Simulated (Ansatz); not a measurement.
MgS:
Space group P4₂/mnm (No. 136); a = b = 6.804 Å, c = 4.066 Å, α = β = γ = 90.00°

```
atom  site  symmetry       x       y       z
----  ----  --------  ------  ------  ------
Mg      4g      m.2m  0.1736  0.1736  0.5000
S       4f      m.2m  0.3116  0.3116  0.0000
```

Relaxed with PBEsol.

**Question.** Decompose the optical modes at the zone centre into irreducible representations, and say which are infrared and Raman allowed.

**Answer.** Point group 4/mmm: Γ_opt = 2A1g + 2A2g + A2u + 2B1g + 2B1u + 2B2g + 2Eg + 3Eu. Infrared: A2u, Eu. Raman: A1g, B1g, B2g, Eg.

**Question.** Assign frequencies (DFPT, plane-wave PAW PBEsol (Ansatz code); without the LO–TO term).

**Answer.** B1g 42, Eg 78, B1u 127, A2g 161, A1g 163, Eu 201, B1g 260, A2g 275, B2g 314, Eu 322, Eu 329, B2g 339, B1u 350, Eg 350, A2u 362, A1g 364 cm⁻¹.

Subscripts of B labels follow the axes of the standard setting.

Space group P4_2/mnm. The start of the workflow was typed in or built on a structure type; neither database checked (COD, Materials Project) lists it. COD files the formula under space group No. 225. Its standing as an ambient phase is unchecked. The PBEsol relaxation kept the symmetry of its start; its stability against distortions is not shown here.

Potentials: the earlier of the program's two PAW sets. The files were generated under PBE; for other functionals the program regenerates the frozen cores, and for LDA and PBEsol the local potential too.
